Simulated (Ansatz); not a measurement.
GaN: do energies and stresses tell the same story?

These are results of Ansatz, DFT r2SCAN, scalar-relativistic, plane waves, PAW, not measurements.

Settings: cutoff 500 eV, Γ-centred mesh 12×12×6 on the computed 4-atom cell, Gaussian smearing of 0.02 eV; no spin polarisation.

Relaxed cell: P6_3mc, a = 3.183 Å, b = 3.183 Å, c = 5.184 Å, α = 90.00°, β = 90.00°, γ = 120.00°, 4 atoms in the primitive cell.

Energies at zero smearing and pressures from the stress tensor, at volumes with shape and atoms relaxed:
```json
{"V (Å³/atom)": "10.007", "E − E(first) (meV/atom)": "0.00", "P (GPa)": "33.08"}
{"V (Å³/atom)": "10.348", "E − E(first) (meV/atom)": "-59.11", "P (GPa)": "22.73"}
{"V (Å³/atom)": "10.689", "E − E(first) (meV/atom)": "-97.87", "P (GPa)": "13.92"}
{"V (Å³/atom)": "11.030", "E − E(first) (meV/atom)": "-119.29", "P (GPa)": "6.41"}
{"V (Å³/atom)": "11.371", "E − E(first) (meV/atom)": "-125.94", "P (GPa)": "0.00"}
{"V (Å³/atom)": "11.712", "E − E(first) (meV/atom)": "-119.98", "P (GPa)": "-5.46"}
{"V (Å³/atom)": "12.053", "E − E(first) (meV/atom)": "-103.28", "P (GPa)": "-10.10"}
{"V (Å³/atom)": "12.508", "E − E(first) (meV/atom)": "-67.04", "P (GPa)": "-15.24"}
```

Check P = −dE/dV between neighbouring volumes, and get the bulk modulus from the pressures alone.

With 1 eV/Å³ = 160.2 GPa:
```json
{"middle V (Å³/atom)": "10.177", "−ΔE/ΔV (GPa)": "27.762", "mean P (GPa)": "27.901"}
{"middle V (Å³/atom)": "10.518", "−ΔE/ΔV (GPa)": "18.205", "mean P (GPa)": "18.322"}
{"middle V (Å³/atom)": "10.859", "−ΔE/ΔV (GPa)": "10.060", "mean P (GPa)": "10.162"}
{"middle V (Å³/atom)": "11.201", "−ΔE/ΔV (GPa)": "3.122", "mean P (GPa)": "3.205"}
{"middle V (Å³/atom)": "11.542", "−ΔE/ΔV (GPa)": "-2.799", "mean P (GPa)": "-2.726"}
{"middle V (Å³/atom)": "11.883", "−ΔE/ΔV (GPa)": "-7.844", "mean P (GPa)": "-7.780"}
{"middle V (Å³/atom)": "12.281", "−ΔE/ΔV (GPa)": "-12.764", "mean P (GPa)": "-12.672"}
```

The two differ by 0.14 GPa at most. The mean of two end pressures misses the average over a step by about ΔV² P″/12, up to 0.14 GPa here; with that taken off 0.00 GPa remains. Around V = 11.371 Å³/atom, the two neighbours give B = −V ΔP/ΔV = 11.371 × 11.86 / 0.682 = 197.7 GPa, against B0 = 196.6 GPa from the Birch–Murnaghan fit of the energies.